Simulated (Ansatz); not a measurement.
Si2Ni in space group P-3m1 (No. 164; Ni on 1a, Si on 2d), plane-wave PAW PBE+D3(BJ) (Ansatz code), all energies at zero smearing, with the estimated change up to a 700 eV cutoff added, with one set of potentials and settings (totals compare only within such a set). Cell of 3 atoms (1 Ni, 2 Si): -7113.144 eV.

```json
[
 {"element": "Ni", "reference phase": "Fm-3m, 1 atoms in the cell, spin-polarised", "E (eV/atom)": "-5840.2005"},
 {"element": "Si", "reference phase": "Fd-3m, 2 atoms in the cell", "E (eV/atom)": "-636.1231"}
]
```

Formation energy per atom, worked out: (-7113.144 − 1×(-5840.2005) − 2×(-636.1231))/3 = -0.232 eV/atom (-22 kJ per mol of atoms), at 0 K, without zero-point energy or fitted corrections.

The start of the workflow was typed in or built on a structure type; neither database checked (COD, Materials Project) lists it. It is not the phase usual at ambient conditions (space group No. 225). The PBE+D3(BJ) relaxation kept the symmetry of its start; whether a distortion lowers the energy is not shown. The workflow began spin-polarised and lost its moments. The volume moved by -28 % from the start of the relaxation. The references are the lowest solids computed at this level, not always the standard phases.

Potentials: the earlier of the program's two PAW sets.
